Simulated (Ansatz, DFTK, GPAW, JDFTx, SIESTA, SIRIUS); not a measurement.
HPbNO4: 6 runs at one level of theory

```
H Pb N O
1.0
     3.85404    0.14384    0.09012
    -0.25320    5.52698    0.16471
    -0.48197   -1.92720    5.72025
H Pb N O
1 1 1 4
Direct
  0.10913 0.65718 0.54463
  0.61029 0.52127 0.15100
  0.91580 0.96263 0.95867
  0.01384 0.13639 0.88084
  0.72398 0.01057 0.12858
  0.00389 0.73732 0.87043
  0.11927 0.59324 0.37651
```

The cell comes from a database or a generator and needn't be the stable form of this composition.

Alike in all runs: task single point; functional PBE; k mesh 7 × 5 × 5; occupations fermi-dirac, width 0.05 eV; no spin polarisation; no spin-orbit coupling. Pressure is positive in compression and, in plane waves, holds the error of the finite cutoff.

```json
{"program and potentials": "SIESTA, files PseudoDojo sr-pbe-0.4.1-standard, DZP (energy shift 0.003 Ry; two zetas on semicore shells)", "plane-wave cutoff (eV)": "-", "notes": "atomic basis", "pressure (GPa)": "2.36", "largest force (eV/Å)": "1.363"}
{"program and potentials": "SIRIUS, PseudoDojo 0.4.1 PBE standard (scalar relativistic)", "plane-wave cutoff (eV)": "1152", "notes": "-", "pressure (GPa)": "0.01", "largest force (eV/Å)": "0.209"}
{"program and potentials": "JDFTx, PseudoDojo-SR-PBE-0.5-standard (H, N, O) + PseudoDojo-SR-PBE-0.4.1-standard (Pb) with smoothed tails", "plane-wave cutoff (eV)": "1143", "notes": "-", "pressure (GPa)": "0.00", "largest force (eV/Å)": "0.209"}
{"program and potentials": "Ansatz, all-electron LAPW, scalar-relativistic", "plane-wave cutoff (eV)": "-", "notes": "-", "pressure (GPa)": "-0.08", "largest force (eV/Å)": "0.053"}
{"program and potentials": "GPAW, GPAW PAW data sets (gpaw-data 1.2.1)", "plane-wave cutoff (eV)": "800", "notes": "-", "pressure (GPa)": "-0.26", "largest force (eV/Å)": "0.133"}
{"program and potentials": "DFTK, PseudoDojo SR PBE 0.4.1 standard (PBE)", "plane-wave cutoff (eV)": "1143", "notes": "-", "pressure (GPa)": "0.00", "largest force (eV/Å)": "0.209"}
```

Force on atom 4 (O), eV/Å:

```tsv
program and potentials	x	y	z
SIESTA, files PseudoDojo sr-pbe-0.4.1-standard, DZP (energy shift 0.003 Ry; two zetas on semicore shells)	0.418	1.214	-0.456
SIRIUS, PseudoDojo 0.4.1 PBE standard (scalar relativistic)	0.007	0.025	-0.003
JDFTx, PseudoDojo-SR-PBE-0.5-standard (H, N, O) + PseudoDojo-SR-PBE-0.4.1-standard (Pb) with smoothed tails	0.006	0.025	-0.003
Ansatz, all-electron LAPW, scalar-relativistic	-0.015	-0.043	0.017
GPAW, GPAW PAW data sets (gpaw-data 1.2.1)	-0.001	0.007	0.001
DFTK, PseudoDojo SR PBE 0.4.1 standard (PBE)	0.007	0.025	-0.003
```

The pressure spans -0.26 (GPAW, GPAW PAW data sets (gpaw-data 1.2.1)) to 2.36 GPa (SIESTA, files PseudoDojo sr-pbe-0.4.1-standard, DZP (energy shift 0.003 Ry; two zetas on semicore shells)), with all-electron results at -0.08. Rows in atomic bases carry the error of their basis and grid, which can be large.

The functional is the same throughout but for its coding, so the spread measures potentials, basis and numerics; runs on potential files found faulty are left out.
